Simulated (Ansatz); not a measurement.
Space group P6_222 (No. 180). a = 4.761 Å, b = 4.761 Å, c = 6.556 Å, α = 90.00°, β = 90.00°, γ = 120.00°
```
atom site symmetry x y z
  Ta    3d       222  0.5000  0.0000  0.5000
  Si    6j       ..2  0.1593  0.3185  0.5000
```

Equation of state of this TaSi2 structure (not necessarily the ground state), with shape and atoms relaxed at each volume where symmetry leaves them free. It has no gap at any of these volumes. All numbers below come from DFT PBEsol, scalar-relativistic, plane waves, PAW (Ansatz).

Cutoff 420 eV; k points 12×12×6 on the computed 9-atom cell (Γ-centred); Gaussian smearing, width 0.10 eV; no spin polarisation.

```csv
V (Å³/atom),E − E(largest V) (meV/atom),P (GPa)
13.440,6.79,13.82
13.869,-19.98,6.37
14.298,-28.28,0.01
14.727,-20.85,-5.41
15.156,0.00,-10.01
```

Fit a third-order Birch–Murnaghan equation to E(V).

V0 = 14.30 Å³/atom, B0 = 195 GPa, B0' = 4.3.

Spin-orbit coupling is left out, which matters for the bands of heavy elements.